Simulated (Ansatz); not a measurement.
ZrTa:
```xyz
2
Lattice="2.9177 0.0000 0.0000 0.0000 2.9177 0.0000 0.0000 0.0000 4.8271" Properties=species:S:1:pos:R:3 pbc="T T T"
Ta     0.0000     0.0000     0.0000
Zr     1.4588     1.4588     2.4135
```

Relaxed with PBE. Special points in fractions of this cell's reciprocal vectors: Γ (0.000, 0.000, 0.000); X (0.000, 0.500, 0.000); M (0.500, 0.500, 0.000); Z (0.000, 0.000, 0.500); R (0.000, 0.500, 0.500); A (0.500, 0.500, 0.500).

Q: List the band energies nearest the Fermi level at these points for PBE (plane waves, PAW; program Ansatz).

A: In eV from the Fermi level; about four levels below and three above (degenerate sets whole), none deeper than 8.9 eV; points with the same levels are listed once.

```json
[
 {"k": "Γ", "below": "-6.78 -3.56 -2.51 -0.27", "above": "1.61 1.64 1.64"},
 {"k": "X", "below": "-1.35 -1.26 -0.46 -0.21", "above": "2.15 2.73 3.56"},
 {"k": "M", "below": "-3.63 -3.52 -2.60 -2.60", "above": "4.07 4.07 4.83"},
 {"k": "Z", "below": "-3.85 -1.81 -1.28 -0.10", "above": "0.35 2.99 2.99"},
 {"k": "R", "below": "-4.06 -3.24 -0.48", "above": "0.06 0.89 1.48"},
 {"k": "A", "below": "-0.64 -0.64 -0.45 -0.45", "above": "1.42 2.67 7.01"}
]
```

Space group P4/mmm (L1₀ or tetragonal B2). The start of the workflow was typed in or built on a structure type; neither database checked (COD, Materials Project) lists it. Its standing as an ambient phase is unchecked. The PBE relaxation kept the symmetry of its start; whether a distortion lowers the energy is not shown. The run is not spin-polarised. Its formation energy is positive at this level, so the cell may be metastable or incomplete. Spin–orbit coupling is left out wherever it is not named.

Potentials: the later of the program's two PAW sets.
